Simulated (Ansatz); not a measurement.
Relaxed LiF (rock salt):

```
CELL_PARAMETERS angstrom
      0.00000     2.00386     2.00386
      2.00386     0.00000     2.00386
      2.00386     2.00386     0.00000
ATOMIC_POSITIONS crystal
  F  0.00000 0.00000 0.00000
  Li 0.50000 0.50000 0.50000
```

Scan: atom 1 (F, nearest neighbour Li at 2.004 Å; its periodic images, 2.8 Å or more away, move with it) is displaced along Cartesian [111], direction (0.577, 0.577, 0.577) in Cartesian axes, by s. The other atoms stay.

Calculation: PBEsol (plane waves to 420 eV, PAW, scalar-relativistic; Ansatz, a first-principles code). k mesh 11×11×11 (Γ-centred), Fermi-Dirac smearing 0.05 eV. E stands for the smeared free energy. Compression counts positive. LiF was relaxed with its symmetry unable to fall. ΔE is measured from the undisplaced structure.

Question: Predict the ΔE (eV/cell) and P (GPa) at s (Å) = -0.040, 0.080, 0.120, 0.160, 0.200.

Answer: 
| s (Å) | ΔE (eV/cell) | P (GPa) |
|---|---|---|
| -0.040 | 0.0013 | 0.07 |
| 0.080 | 0.0054 | 0.26 |
| 0.120 | 0.0121 | 0.59 |
| 0.160 | 0.0215 | 1.05 |
| 0.200 | 0.0336 | 1.63 |

(A displaced cell: forces are minus the slopes of the energy, force constants its curvatures, and phonons follow from these.)
